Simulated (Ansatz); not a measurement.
Si3P4 in space group P6_3/m (No. 176; Si on 6h, P on 6h, P on 2c), PBE in the plane-wave PAW code Ansatz, all energies at zero smearing, with the estimated change up to a 700 eV cutoff added, with one set of potentials and settings (totals compare only within such a set). Cell of 14 atoms (6 Si, 8 P): -9859.276 eV.

| element | reference phase | E (eV/atom) |
|---|---|---|
| Si | Fd-3m, 2 atoms in the cell | -635.8114 |
| P | Cmce, 4 atoms in the cell | -755.6733 |

Formation energy per atom, worked out: (-9859.276 − 6×(-635.8114) − 8×(-755.6733))/14 = 0.070 eV/atom (7 kJ per mol of atoms), at 0 K, without zero-point energy or fitted corrections.

The cell is a constructed one: a structure type filled with these elements; neither database checked (COD, Materials Project) lists it. Its standing as an ambient phase is unchecked. The PBE relaxation kept the symmetry of its start; its stability against distortions is not shown here. The references are the lowest solids computed at this level, not always the standard phases.

Potentials: the earlier of the program's two PAW sets.
